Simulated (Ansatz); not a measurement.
Levels of theory for Ga4SbAs3 (ordering on wurtzite)

All numbers come from the PAW code Ansatz. The calculation is non-magnetic, and the structure need not be a phase that has been made.

Structure: an ordered 8-atom cell of Ga4SbAs3 on the wurtzite lattice (P3m1), at its r2SCAN minimum. Space group P3m1 (No. 156), trigonal; a = 4.081 Å, c = 13.467 Å in the conventional setting, 24.27 Å³ an atom. As is surrounded by 4 Ga at 2.47–2.49 Å; As is surrounded by 4 Ga at 2.45–2.49 Å; Sb is surrounded by 4 Ga at 2.57–2.65 Å; Ga is surrounded by 4 As at 2.47–2.49 Å; Ga is surrounded by 1 As at 2.45 Å and 3 Sb at 2.57 Å; Ga is surrounded by 3 As at 2.49 Å and 1 Sb at 2.65 Å.

```
As Sb Ga
1.0
     4.08058    0.00000    0.00000
    -2.04029    3.53389    0.00000
     0.00000    0.00000   13.46684
As Sb Ga
3 1 4
Cartesian
  2.0403 1.1780 -0.0985
  2.0403 1.1780 6.8269
  0.0000 2.3559 10.0951
  0.0000 2.3559 3.3505
  2.0403 1.1780 10.8976
  2.0403 1.1780 4.3738
  0.0000 2.3559 7.6252
  0.0000 2.3559 0.6966
```

Relaxed lattice by functional, symmetry kept:
```
functional  k mesh  a (Å)   c (Å)  volume (Å³/atom)
       PBE   6×6×2  4.141  13.620             25.29
    r2SCAN   6×6×2  4.081  13.467             24.27
```

Band edges at fixed r2SCAN geometry:
```json
{"level": "PBE", "k mesh": "12×12×2", "gap (eV)": "none (overlap 0.04)", "kind": "–", "edges": "–", "least direct gap (eV)": "–", "rough cost": "90 core-seconds"}
{"level": "PBE+SOC", "k mesh": "12×12×2", "gap (eV)": "0.07", "kind": "indirect", "edges": "A → Γ", "least direct gap (eV)": "0.15", "rough cost": "7 core-minutes"}
{"level": "r2SCAN", "k mesh": "12×12×2", "gap (eV)": "0", "kind": "–", "edges": "–", "least direct gap (eV)": "–", "rough cost": "90 core-seconds"}
{"level": "HSE06", "k mesh": "6×6×2", "gap (eV)": "0.26", "kind": "direct", "edges": "Γ", "least direct gap (eV)": "0.26", "rough cost": "22 core-minutes"}
```
All runs use a smearing of 0.02 eV.
Wave cutoffs: 420 eV, 500 eV (r2SCAN).
Points off the special ones are mesh points or PBE's searched band edges, reused at the other levels.
Costs come from shared machines and give only the order; PBE's includes the band path. The runs had 4 threads of Intel(R) Xeon(R) Platinum 8259CL CPU @ 2.50GHz (Skylake/Cascade Lake), with other jobs on the host.

HSE06 gives a direct gap of 0.26 eV at Γ. With PBE+SOC the valence top lies at A and the conduction bottom at Γ, 0.07 eV higher; the smallest vertical gap, at Γ, is 0.15 eV. (With 0.02 eV of smearing so small a gap leaves both edges partly filled, and it could close between the points sampled.) With so small a gap spin-orbit coupling can invert the bands, which the size of the gap doesn't show: the edges may have crossed and parted again.

The levels disagree on the kind of gap: direct with HSE06; indirect with PBE+SOC; zero gap with r2SCAN; no gap with PBE.

Only the levels marked +SOC include spin-orbit coupling.

The meshes of the hybrids are coarse, so their gaps aren't converged to the digits shown.
